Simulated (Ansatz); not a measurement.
Si₂W:
```cif
data_Si4W2
_chemical_formula_sum 'W2 Si4'
_space_group_name_H-M_alt 'I4/mmm'
_space_group_IT_number 139
_space_group_name_Hall '-I 4 2'
_cell_length_a 3.20256
_cell_length_b 3.20256
_cell_length_c 7.81586
_cell_angle_alpha 90.000
_cell_angle_beta 90.000
_cell_angle_gamma 90.000
loop_
_atom_site_label
_atom_site_type_symbol
_atom_site_symmetry_multiplicity
_atom_site_Wyckoff_symbol
_atom_site_fract_x
_atom_site_fract_y
_atom_site_fract_z
_atom_site_occupancy
W1 W 2 a 0.00000 0.00000 0.00000 1
Si1 Si 4 e 0.00000 0.00000 0.33452 1
```
(The calculation used a cell of 3 atoms; values per cell refer to that cell.)

Relaxed with PBEsol.

Q: Which orbitals make up the states near the Fermi level in PBEsol (plane waves, PAW; program Ansatz)?

A: Within 0.5 eV of the Fermi level: W 5d 69 %, Si 3p 21 %, Si 3s 6 %. Projections are on Löwdin-orthogonalised atomic valence shells; empty p or d shells of many metals are not among them.

Q: Tabulate the density of states.

A: States/eV per cell of 3 atoms, in 0.25 eV bins, energy from the Fermi level.

```
E (eV)  total  W 5d  Si 3p  Si 3s
------  -----  ----  -----  -----
-7.85    0.61  0.16   0.23   0.19
-7.60    0.62  0.16   0.26   0.16
-7.35    0.63  0.16   0.28   0.14
-7.10    0.66  0.17   0.33   0.11
-6.85    0.68  0.17   0.36   0.09
-6.60    1.17  0.30   0.72   0.08
-6.35    1.24  0.30   0.79   0.07
-6.10    1.10  0.26   0.71   0.06
-5.85    1.04  0.28   0.62   0.07
-5.60    1.09  0.31   0.62   0.09
-5.35    0.71  0.20   0.35   0.12
-5.10    0.74  0.21   0.36   0.12
-4.85    0.97  0.31   0.45   0.14
-4.60    1.16  0.43   0.48   0.16
-4.35    1.54  0.63   0.58   0.20
-4.10    1.40  0.63   0.50   0.16
-3.85    1.23  0.58   0.43   0.13
-3.60    1.50  0.71   0.52   0.16
-3.35    1.80  0.92   0.61   0.18
-3.10    2.05  1.13   0.69   0.14
-2.85    3.80  2.15   1.34   0.17
-2.60    4.49  2.46   1.69   0.16
-2.35    4.01  1.96   1.76   0.12
-2.10    1.87  0.95   0.77   0.08
-1.85    1.37  0.70   0.56   0.06
-1.60    1.03  0.64   0.31   0.05
-1.35    0.88  0.58   0.23   0.04
-1.10    0.80  0.57   0.18   0.03
-0.85    0.78  0.60   0.13   0.02
-0.60    0.85  0.71   0.10   0.01
-0.35    0.64  0.54   0.08   0.00
-0.10    0.22  0.15   0.07   0.00
0.15     0.25  0.15   0.08   0.01
0.40     0.57  0.29   0.15   0.10
0.65     0.64  0.30   0.19   0.11
0.90     0.77  0.38   0.24   0.11
1.15     0.89  0.43   0.28   0.12
1.40     1.18  0.55   0.36   0.18
1.65     1.46  0.67   0.40   0.22
1.90     1.79  0.82   0.45   0.25
2.15     1.88  0.91   0.48   0.26
2.40     2.64  1.23   0.66   0.41
2.65     2.70  1.32   0.63   0.39
2.90     2.10  0.87   0.54   0.27
3.15     1.98  0.84   0.42   0.21
3.40     1.64  0.54   0.39   0.20
3.65     1.50  0.45   0.40   0.19
3.90     1.73  0.55   0.48   0.22
4.15     2.09  0.67   0.61   0.26
4.40     2.56  0.75   0.79   0.33
4.65     2.19  0.57   0.79   0.26
```

The PBEsol relaxation kept the symmetry of its start. No spin polarisation was allowed. Scalar-relativistic: spin–orbit coupling is off unless named, which matters more the heavier the elements.

Potentials: the later of the program's two PAW sets.
